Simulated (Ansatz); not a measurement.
HfO$_{2}$ (tetragonal-ZrO2 type, space group P4_2/nmc)

```
CELL_PARAMETERS angstrom
      3.60482     0.00000     0.00000
      0.00000     3.60482     0.00000
      0.00000     0.00000     5.26502
ATOMIC_POSITIONS crystal
  Hf 0.00000 0.00000 0.00000
  Hf 0.50000 0.50000 0.50000
  O  0.00000 0.50000 0.19324
  O  0.00000 0.50000 0.69324
  O  0.50000 0.00000 0.30676
  O  0.50000 0.00000 0.80676
```

E(V) scan at fixed shape, V₀ the volume above. The atoms relax within the cell's symmetry.

Calculation: PBE (plane waves to 420 eV, PAW, scalar-relativistic; Ansatz, a quantum-chemistry and plane-wave program). k mesh 9×9×6 (Γ-centred), Fermi-Dirac smearing 0.05 eV. Energies are smeared free energies. Compression counts positive. With the shape held, the modulus is that of even scaling; a crystal free to change shape is softer. HfO2 is run without spin polarisation. HfO2 was relaxed with its symmetry unable to fall. Spin-orbit coupling is left out, though Hf is heavy. The PAW data are Ansatz's earlier set. This is a high-temperature form of HfO2. The zero of ΔE is the relaxed starting cell.

```tsv
V (Å³/atom)	ΔE (meV/atom)
9.578	235.7
9.883	154.2
10.187	withheld
10.491	49.4
10.795	20.8
11.099	5.0
11.403	0.0
11.707	4.4
12.011	16.9
12.315	36.1
12.619	61.2
12.923	91.3
13.227	125.7
```

### Question
Fit a third-order Birch-Murnaghan form (E₀, V₀, B₀, B₀′ free) to the given rows and predict ΔE at V = 10.187.

### Answer
Least squares on the 12 given rows: ΔE = E₀ + (9V₀B₀/16)·y²·[2 + (B₀′ − 4)y], y = (V₀/V)^(2/3) − 1, with V₀ = 11.404 Å³/atom, B₀ = 184.2 GPa (160.2 GPa = 1 eV/Å³; the term in eV is multiplied by 1000), B₀′ = 4.81, E₀ = 0.04 meV/atom; root-mean-square residual 0.09 meV/atom. At 10.187 the fit gives 92.9 meV/atom; the calculation gives 93.1 meV/atom, so the interpolation is off by -0.2 (-0.2 %). For the pressure the fit gives 27.3 GPa against the computed 27.3 GPa.

(A scan under strain: stresses follow from slopes of the energy per volume, elastic moduli from its curvatures.)
